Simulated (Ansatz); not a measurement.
Suppose YPt4 takes space group P-3m1 (No. 164), with Y on 1b; Pt on 2d and 2d. The guess for YPt4 was made by a generator: close-packed layers stacked ABABC (elements of the layers in order: Pt Pt Pt Pt Y).

These are results of Ansatz, DFT PBE, scalar-relativistic, plane waves, PAW, not measurements. Cutoff 420 eV, Γ-centred mesh, Gaussian smearing, no spin polarisation.

The zero of energy is the elements' standard structures at the same level; no fitted shifts are applied.

**Question.** Predict the relaxed structure.

**Answer.**

Space group P-3m1 (No. 164). a = 2.904 Å, b = 2.904 Å, c = 11.845 Å, α = 90.00°, β = 90.00°, γ = 120.00°
```tsv
atom	site	symmetry	x	y	z
Y	1b	-3m.	0.0000	0.0000	0.5000
Pt	2d	3m.	0.3333	0.6667	0.7055
Pt	2d	3m.	0.6667	0.3333	0.9038
```

Around Y lie 6 Y at 2.90 Å and 6 Pt at 2.96 Å; Pt on its first site has 9 Pt at 2.89–2.90 Å and 3 Y at 2.96 Å; around Pt on its second site lie 12 Pt at 2.83–2.90 Å. Another local minimum with the same sites may exist.

**Question.** Where does its energy lie, and is it a metal?

**Answer.** The formation energy is −0.04 eV/atom. The gap on the 12×12×4 mesh of the 5-atom cell is 0 eV (a metal). Whether it is stable depends on the other phases of the system, which aren't compared here.

The last run used Gaussian smearing of 0.10 eV. For metals, differences of a few meV/atom aren't resolved. These runs have no spin–orbit coupling, which can matter for Pt. The cell is a metal run without spin; a magnetic state may lie lower. Symmetry constrained the relaxation, so the result can be a saddle point.
